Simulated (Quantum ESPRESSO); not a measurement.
# Computed records: GaGe6N (made-up cell)

Computed with Quantum ESPRESSO 7.5. Calculation on a made-up crystal cell, not a measurement: periodic Kohn-Sham density functional theory in plane waves with PseudoDojo standard norm-conserving scalar-relativistic pseudopotentials, each functional with its own files (v0.5 for PBE, v0.4.1 for LDA and PBEsol), no spin polarisation, no spin-orbit coupling, atoms not relaxed, stress positive in tension, energies less a fixed whole-eV offset for each atom's element; levels are Kohn-Sham levels at fractions of this cell's reciprocal vectors, counted from the reference band (half the neutral cell's valence electrons, rounded up) at Gamma; error bars cover cutoff and k-mesh only, not smearing or the files; added strain carries the atoms with the cell, and shear is the tensor component; each bar is the largest change over components, and at least 0.002 eV, 0.002 eV per angstrom or 0.02 GPa; energies are for the whole cell, and the offsets were chosen from early runs and are not element reference energies.

Settings shared by all entries: lattice type zincblende/diamond; functional pbe; cutoff 1143 eV; fermi dirac smearing 0.1 eV; scf tolerance 1e-07 eV; electrons removed 0; k mesh 6 x 6 x 6, shifted by half a step.

(1) GaGe6N (made-up cell)

```
cell vectors (Å)
   5.7343     0.0000     0.0000
   0.0000     5.7343     0.0000
   0.0000     0.0000     5.7343
atoms (fractions of the cell vectors)
Ga -0.00204  0.01132  0.01662
N  -0.02114  0.47566  0.50189
Ge  0.48693  0.01725  0.53149
Ge  0.48719  0.49945  0.00310
Ge  0.25048  0.25974  0.26823
Ge  0.23288  0.73587  0.75526
Ge  0.74169  0.23555  0.76689
Ge  0.72450  0.74623  0.22662
```

- free energy less offsets: 0.3625 eV
- smearing term minus ts: -0.08767 eV
- scf iterations: 11
- pressure: -3.296 GPa
- stress xx: 2.786 GPa
- stress yy: 3.028 GPa
- stress zz: 4.075 GPa
- stress yz: 0.1685 GPa
- stress xz: -3.051 GPa
- stress xy: -1.284 GPa
- fermi level: 0.02197 eV
- reference band: 51
- error bar energy: 0.003409 eV
- error bar stress: 0.02 GPa
- error bar force: 0.005018 eV/Å
- error bar next band up: 0.002 eV
- error bar fermi level: 0.002 eV
- error bars from: tighter rerun of a related cell

Atoms:
```csv
atoms element,atom site,atom energy offset (eV)
Ga,1,-2080
N,2,-283
Ge,3,-2430
Ge,4,-2430
Ge,5,-2430
Ge,6,-2430
Ge,7,-2430
Ge,8,-2430
```

Forces:
```csv
site,x (eV/Å),y (eV/Å),z (eV/Å)
1,0.3607,-0.4143,0.1335
2,0.4862,0.2029,0.0581
3,-0.2857,-1.282,-1.177
4,-0.3106,-0.6439,-0.4939
5,-1.58,0.3839,0.815
6,-1.259,-0.2652,-0.7656
7,1.376,1.441,-0.4802
8,1.213,0.5776,1.91
```

Levels:
```csv
level k point,next band up (eV)
Gamma,0.4591
"(1/2,1/2,1/2)",0.1507
"(0.15,0,0)",0.1597
"(0,0.15,0)",0.243
"(0,0,0.15)",0.1749
```

(2) GaGe6N (made-up cell)

```
cell vectors (Å)
   5.7343     0.0000     0.0000
   0.0000     5.7343     0.0000
   0.0000     0.0000     5.7343
atoms (fractions of the cell vectors)
Ga -0.00204  0.01132  0.01662
N  -0.02114  0.47566  0.50189
Ge  0.48693  0.01725  0.53149
Ge  0.48719  0.49945  0.00310
Ge  0.25048  0.25974  0.26823
Ge  0.23288  0.73587  0.75526
Ge  0.74169  0.23555  0.76689
Ge  0.72450  0.74623  0.23187
```

- free energy less offsets: 0.3076 eV
- smearing term minus ts: -0.08834 eV
- scf iterations: 11
- pressure: -3.406 GPa
- stress xx: 2.94 GPa
- stress yy: 3.193 GPa
- stress zz: 4.086 GPa
- stress yz: 0.1647 GPa
- stress xz: -2.941 GPa
- stress xy: -1.184 GPa
- fermi level: 0.0174 eV
- reference band: 51
- error bar energy: 0.003409 eV
- error bar stress: 0.02 GPa
- error bar force: 0.005018 eV/Å
- error bar next band up: 0.002 eV
- error bar fermi level: 0.002 eV
- error bars from: tighter rerun of a related cell

Atoms:
```csv
atoms element,atom site,atom energy offset (eV)
Ga,1,-2080
N,2,-283
Ge,3,-2430
Ge,4,-2430
Ge,5,-2430
Ge,6,-2430
Ge,7,-2430
Ge,8,-2430
```

Forces:
```csv
site,x (eV/Å),y (eV/Å),z (eV/Å)
1,0.3209,-0.4553,0.1616
2,0.4588,0.2268,0.05761
3,-0.3014,-1.265,-1.135
4,-0.2184,-0.5463,-0.4187
5,-1.58,0.3833,0.792
6,-1.263,-0.2584,-0.7379
7,1.374,1.441,-0.4542
8,1.209,0.4735,1.734
```

Levels:
```csv
level k point,next band up (eV)
Gamma,0.4615
"(1/2,1/2,1/2)",0.1418
"(0.15,0,0)",0.159
"(0,0.15,0)",0.2413
"(0,0,0.15)",0.1818
```

(3) GaGe6N (made-up cell)

```
cell vectors (Å)
   5.7343     0.0000     0.0000
   0.0000     5.7343     0.0000
   0.0000     0.0000     5.7343
atoms (fractions of the cell vectors)
Ga -0.00204  0.01132  0.01662
N  -0.02114  0.47566  0.50189
Ge  0.48693  0.01725  0.53149
Ge  0.48719  0.49945  0.00310
Ge  0.25048  0.25974  0.26823
Ge  0.23288  0.73587  0.75526
Ge  0.74169  0.23555  0.76689
Ge  0.72450  0.74623  0.23511
```

- stress xz: ?
- stress yz: ?
- stress zz: ?
- fermi level: ?

Atoms:
```csv
atoms element,atom site,atom energy offset (eV)
Ga,1,-2080
N,2,-283
Ge,3,-2430
Ge,4,-2430
Ge,5,-2430
Ge,6,-2430
Ge,7,-2430
Ge,8,-2430
```

To be estimated
1. Give the missing stress xz for GaGe6N (made-up cell) (entry 3).
2. Estimate the stress yz of GaGe6N (made-up cell) (entry 3).
3. GaGe6N (made-up cell) (entry 3): stress zz?
4. What fermi level does the calculation give for GaGe6N (made-up cell) (entry 3)?

Answers
1. -2.873 GPa
2. 0.1608 GPa
3. 4.091 GPa
4. 0.01417 eV

Further results for GaGe6N (made-up cell) (entry 3):

* free energy less offsets: 0.2764 eV
* smearing term minus ts: -0.08877 eV
* scf iterations: 11
* pressure: -3.469 GPa
* stress xx: 3.029 GPa
* stress yy: 3.289 GPa
* stress xy: -1.123 GPa
* reference band: 51
* error bar energy: 0.003409 eV
* error bar stress: 0.02 GPa
* error bar force: 0.005018 eV/Å
* error bar next band up: 0.002 eV
* error bar fermi level: 0.002 eV
* error bars from: tighter rerun of a related cell

Forces:
```csv
site,x (eV/Å),y (eV/Å),z (eV/Å)
1,0.2973,-0.4795,0.1784
2,0.4417,0.2416,0.05829
3,-0.3122,-1.252,-1.107
4,-0.1639,-0.4887,-0.3734
5,-1.58,0.3832,0.7783
6,-1.265,-0.2544,-0.7209
7,1.372,1.441,-0.4382
8,1.21,0.4091,1.624
```

Levels:
```csv
level k point,next band up (eV)
Gamma,0.4625
"(1/2,1/2,1/2)",0.137
"(0.15,0,0)",0.1581
"(0,0.15,0)",0.2402
"(0,0,0.15)",0.1863
```
